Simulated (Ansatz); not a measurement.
# Relaxing Na

The calculation used DFT r2SCAN, scalar-relativistic, plane waves, PAW (Ansatz 0.2.0). Settings: 500 eV cutoff, 12×12×8 k-mesh, Gaussian smearing of 0.10 eV, no spin polarisation.

What was changed in Li: Li → Na on all its sites, cell and atoms relaxed.

Command:

```bash
ansatz run input.yaml --threads 1 --pin off --max-ram 2560MiB --backend cpu --events-out ev --progress --plain --runs-dir out
```

Input:

```yaml
crystal:
  lattice:
    - [3.6866537766, 0.0, 0.0]
    - [-1.8433268883, 3.1927358255, 0.0]
    - [0.0, 0.0, 6.0670235788]
  atoms:
    - { symbol: Na, position: [0.3333333333, 0.6666666667, 0.25] }
    - { symbol: Na, position: [0.6666666667, 0.3333333333, 0.75] }
basis:
  ecutwfc: 500
kpoints:
  mp_grid: { grid: [12, 12, 8] }
hamiltonian:
  xc: r2scan
scf:
  occupations: { method: gaussian, width: 0.1 }
output:
  forces: true
  stress: true
  eigenvalues: true
relax:
  adjacent_minimum: "off"
  f_tol: 0.01
  max_steps: 60
  cell: { stress_tol: 0.1 }
```

F is the free energy. Steps run on the plane waves of an earlier cell, but the last one, and at times one on the way, on a freshly chosen basis, so a repeated geometry can differ a little in energy.

Steps:

```
step F − F(1) (eV) largest force component (eV/Å) V (Å³/atom) P (GPa)
   1         0.0000                           0.000       35.706     0.46
   2        -0.0023                           0.000       36.141     0.35
   3        -0.0057                           0.000       37.588     0.02
   4        -0.0060                           0.000       37.588     0.03
```

Relaxed structure:

```xyz
2
Lattice="3.7652 0.0000 0.0000 -1.8826 3.2608 0.0000 0.0000 0.0000 6.1232" Properties=species:S:1:pos:R:3 pbc="T T T"
Na    0.0000    2.1738    1.5308
Na    1.8826    1.0869    4.5924
```

It takes space group P6_3/mmc (No. 194, hexagonal). The conventional cell has a = 3.765 Å, b = 3.765 Å, c = 6.123 Å, α = 90.00°, β = 90.00°, γ = 120.00°. Na (site symmetry -6m2) has 12 Na at 3.75 to 3.77 Å as nearest neighbours.

The run converged. The run took 25 s on 1 thread of Intel(R) Xeon(R) 6975P-C (Granite Rapids), with other jobs on the host, peak memory 0.62 GiB.